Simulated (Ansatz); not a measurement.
**From the elastic tensor of BN to moduli and sound speeds**

Theory: DFT LDA, scalar-relativistic, plane waves, PAW in Ansatz 0.2.0. Settings: 420 eV plane-wave cutoff, Γ-centred 12×12×12 mesh, fixed occupations. No spin polarisation.

The structure is cubic, space group F-43m (No. 216). The conventional cell has a = 3.581 Å, b = 3.581 Å, c = 3.581 Å, α = 90.00°, β = 90.00°, γ = 90.00°. Around B (site symmetry -43m) lie 4 N at 1.55 Å. N (site symmetry -43m) is surrounded by 4 B at 1.55 Å.

Relaxed-ion constants (GPa, on the Cartesian axes of the calculation):
C11 = 823.7, C12 = 190.7, C13 = 190.7, C22 = 823.7, C23 = 190.7, C33 = 823.7, C44 = 474.4, C55 = 474.4, C66 = 474.4 GPa; the others vanish.

Density 3.591 g/cm³; 2 atoms in 11.48 Å³.

The values that follow are for a polycrystal of randomly turned grains, by Hill's mean where one number stands.

With S = C⁻¹: B_V = (C11+C22+C33+2(C12+C13+C23))/9, G_V = (C11+C22+C33−C12−C13−C23+3(C44+C55+C66))/15, 1/B_R = S11+S22+S33+2(S12+S13+S23), 15/G_R = 4(S11+S22+S33−S12−S13−S23)+3(S44+S55+S66); Hill is their mean. Then v_l = √((B+4G/3)/ρ), v_t = √(G/ρ), v_m = [(2/v_t³+1/v_l³)/3]^(−1/3) and Θ = (ħ/k_B)·v_m·(6π²n/V)^(1/3) for n atoms in the volume V; E = 9BG/(3B+G), ν = (3B−2G)/(2(3B+G)) and A^U = 5G_V/G_R + B_V/B_R − 6.

```json
{
  "Bulk modulus, Voigt / Reuss / Hill": "401.7 / 401.7 / 401.7 GPa",
  "Shear modulus, Voigt / Reuss / Hill": "411.2 / 395.5 / 403.4 GPa",
  "Young's modulus": "907 GPa",
  "Poisson ratio": "0.124",
  "Pugh ratio B/G": "1.00",
  "Universal anisotropy index": "0.20",
  "Longitudinal and transverse sound speeds": "16175 and 10599 m/s",
  "Debye temperature from the mean sound speed": "1931 K"
}
```

Cost: 1 run of about 0.86 core-minutes, on AMD EPYC (Zen 3) (shared hosts).